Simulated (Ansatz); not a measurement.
One stationary structure of TiO₂. All values below come from PBEsol (plane waves to 420 eV, PAW, scalar-relativistic; Ansatz, a quantum-chemistry and plane-wave program).

```cif
data_O4Ti2
_chemical_formula_sum 'Ti2 O4'
_space_group_name_H-M_alt 'P 1'
_space_group_IT_number 1
_cell_length_a 5.46942
_cell_length_b 5.46942
_cell_length_c 5.46942
_cell_angle_alpha 139.682
_cell_angle_beta 139.682
_cell_angle_gamma 58.336
loop_
_space_group_symop_operation_xyz
  'x, y, z'
loop_
_atom_site_label
_atom_site_type_symbol
_atom_site_fract_x
_atom_site_fract_y
_atom_site_fract_z
_atom_site_occupancy
Ti1 Ti 0.50000 0.50000 0.00000 1
Ti2 Ti 0.25000 0.75000 0.50000 1
O1 O 0.29247 0.29247 0.00000 1
O2 O 0.04247 0.54247 0.50000 1
O3 O 0.45753 0.95753 0.50000 1
O4 O 0.70753 0.70753 0.00000 1
```

Question: Find the space group and the Wyckoff positions (tolerance 0.01 Å).

Answer: Space group I4₁/amd, origin choice 1 (No. 141); a = b = 3.770 Å, c = 9.552 Å, α = β = γ = 90.00°

```json
[
 {"atom": "Ti", "site": "4b", "symmetry": "-4m2", "x": "0.0000", "y": "0.0000", "z": "0.5000"},
 {"atom": "O", "site": "8e", "symmetry": "2mm.", "x": "0.0000", "y": "0.0000", "z": "0.2925"}
]
```

This is the anatase type.

Question: Give the shortest distances between elements (the closest pairs, up to four, under 3.6 Å).

Answer: O–Ti 1.93 Å; O–O 2.46 Å; Ti–Ti 3.04 Å.

Volume per atom: 11.31 Å³
Band gap: 2.11 eV, indirect (valence top at 87 % of the way from Γ to X, conduction bottom at Γ) (no spin-orbit coupling)
Smallest direct gap: 2.44 eV at 50 % of the way from Γ to M

No spin polarisation in the result.

Measured for TiO2: gap 3.42 eV (0 K or low temperature; as listed in Wei Kang, Mark S. Hybertsen, Physical Review B (2010)). Computed minus measured — gap: PBEsol -1.31 eV. The computed values are for a static lattice, and a measured gap can be an optical one, lowered by exciton binding.

The run could not lose the symmetry of its start.
